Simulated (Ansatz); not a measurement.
Task: PtW (rock salt, Fm-3m) is relaxed with the program Ansatz at the PBEsol level (PAW). What lattice parameters of the conventional cell result?

Result: a = 5.202 Å.

The start of the workflow was typed in or built on a structure type; neither database checked (COD, Materials Project) lists it. Its standing as an ambient phase is unchecked. The cell was relaxed with PBEsol under the symmetry of its start; its stability against distortions is not shown here. No spin polarisation was allowed. Its formation energy is positive at this level, so the cell may be metastable or incomplete. Spin–orbit coupling is left out wherever it is not named.

Potentials: the later of the program's two PAW sets.
